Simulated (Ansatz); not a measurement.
AlSiCN in space group R3m (No. 160; Al on 3a, N on 3a, Si on 3a, C on 3a) at seven volumes, DFT-PBEsol in the program Ansatz with PAW potentials, shape and atoms relaxed at each. One row is withheld.

| V (Å³/atom) | P (GPa) |
|---|---|
| 9.699 | 21.12 |
| 10.018 | 12.99 |
| 10.338 | ? |
| 10.658 | 0.00 |
| 10.978 | -5.14 |
| 11.297 | -9.57 |
| 11.617 | -13.35 |

Problem. Fit the shown pressures and predict the withheld one.

Solution. Third-order Birch–Murnaghan: P = (3/2)B₀(x^(7/2) − x^(5/2))[1 + (3/4)(B′ − 4)(x − 1)] with x = (V₀/V)^(2/3). Least squares on the six rows gives V₀ = 10.658 Å³/atom, B₀ = 184.8 GPa, B′ = 4.08. At V = 10.338, x = 1.0205 and P = 6.00 GPa. The run itself gave 6.00 GPa.

The start of the workflow was typed in or built on a structure type; neither database checked (COD, Materials Project) lists it. Its standing as an ambient phase is unchecked. Symmetry was held in the PBEsol relaxation; its stability against distortions is not shown here.

Potentials: the later of the program's two PAW sets.
